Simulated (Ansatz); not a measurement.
## BiOs in the zincblende structure

Level of theory: DFT, PBEsol, scalar-relativistic, no spin polarisation; plane waves to 420 eV with PAW datasets (Ansatz 0.2.0), 10×10×10 k-mesh, Gaussian smearing of 0.05 eV. The datasets are Ansatz's generated set soft_2.

```
CELL_PARAMETERS angstrom
0.00000 3.02533 3.02533
3.02533 0.00000 3.02533
3.02533 3.02533 0.00000
ATOMIC_POSITIONS crystal
Os 0.00000 0.00000 0.00000
Bi 0.25000 0.25000 0.25000
```

This is a trial structure made by placing the elements on a prototype's sites, so it needn't be the stable form.

Problem. Which orbitals carry the states at the Fermi level, and how many states are there?

Solution. Within 0.1 eV of it: Os 5d 75 %, Bi 6p 15 % (shares among the projected shells). The Fermi level sits on a steep edge: the density of states is 1.9, 1.5 and 1.2 states/eV per cell at −0.1, 0 and +0.1 eV.

Density of states (tetrahedra, averaged over 0.3 eV; states/eV per cell of 2 atoms; energy in eV from the Fermi level; projections on Löwdin-orthogonalised atomic orbitals, summed over sites):

| E | total | Os 5d | Bi 6p | Os 6s | Bi 6s | Bi 5d |
| --- | --- | --- | --- | --- | --- | --- |
| -4.90 | 0.0 | 0.0 | 0.0 | 0.0 | 0.0 | 0.0 |
| -4.60 | 0.2 | 0.0 | 0.1 | 0.0 | 0.0 | 0.0 |
| -4.30 | 1.0 | 0.2 | 0.5 | 0.2 | 0.0 | 0.0 |
| -4.00 | 3.7 | 0.6 | 2.3 | 0.7 | 0.1 | 0.0 |
| -3.70 | 1.4 | 0.4 | 0.7 | 0.2 | 0.0 | 0.0 |
| -3.40 | 0.4 | 0.2 | 0.2 | 0.0 | 0.0 | 0.0 |
| -3.10 | 1.4 | 0.6 | 0.8 | 0.1 | 0.0 | 0.0 |
| -2.80 | 4.3 | 2.5 | 1.7 | 0.1 | 0.0 | 0.0 |
| -2.50 | 3.7 | 2.2 | 1.4 | 0.0 | 0.0 | 0.0 |
| -2.20 | 2.2 | 1.3 | 0.9 | 0.0 | 0.0 | 0.0 |
| -1.90 | 1.4 | 0.7 | 0.7 | 0.0 | 0.0 | 0.0 |
| -1.60 | 0.2 | 0.1 | 0.1 | 0.0 | 0.0 | 0.0 |
| -1.30 | 0.3 | 0.2 | 0.0 | 0.0 | 0.0 | 0.0 |
| -1.00 | 4.0 | 3.5 | 0.2 | 0.1 | 0.0 | 0.0 |
| -0.70 | 8.9 | 8.6 | 0.1 | 0.1 | 0.0 | 0.0 |
| -0.40 | 1.7 | 1.4 | 0.1 | 0.1 | 0.0 | 0.0 |
| -0.10 | 2.1 | 1.5 | 0.3 | 0.1 | 0.1 | 0.0 |
| 0.20 | 1.0 | 0.7 | 0.2 | 0.1 | 0.0 | 0.0 |
| 0.50 | 1.2 | 0.8 | 0.2 | 0.0 | 0.1 | 0.0 |
| 0.80 | 1.4 | 0.8 | 0.4 | 0.0 | 0.1 | 0.0 |
| 1.10 | 1.2 | 0.7 | 0.4 | 0.0 | 0.1 | 0.0 |
| 1.40 | 1.4 | 0.7 | 0.5 | 0.0 | 0.1 | 0.0 |
| 1.70 | 1.6 | 0.7 | 0.6 | 0.0 | 0.1 | 0.0 |
| 2.00 | 1.5 | 0.6 | 0.6 | 0.0 | 0.1 | 0.0 |
| 2.30 | 1.4 | 0.5 | 0.6 | 0.0 | 0.1 | 0.0 |
| 2.60 | 1.3 | 0.5 | 0.6 | 0.1 | 0.1 | 0.0 |
| 2.90 | 1.2 | 0.4 | 0.6 | 0.1 | 0.0 | 0.0 |
| 3.20 | 1.0 | 0.3 | 0.5 | 0.0 | 0.0 | 0.0 |
| 3.50 | 0.7 | 0.2 | 0.3 | 0.0 | 0.0 | 0.0 |
| 3.80 | 0.5 | 0.1 | 0.3 | 0.0 | 0.0 | 0.0 |
| 4.10 | 0.4 | 0.1 | 0.2 | 0.0 | 0.0 | 0.0 |

With 31 valence electrons in the calculation's cell and no magnetic order, the bands, two electrons each, can't all be full or empty: band theory demands a metal. (Only strong correlation, outside this picture, could make a Mott insulator of it.)

These numbers lack spin–orbit coupling.
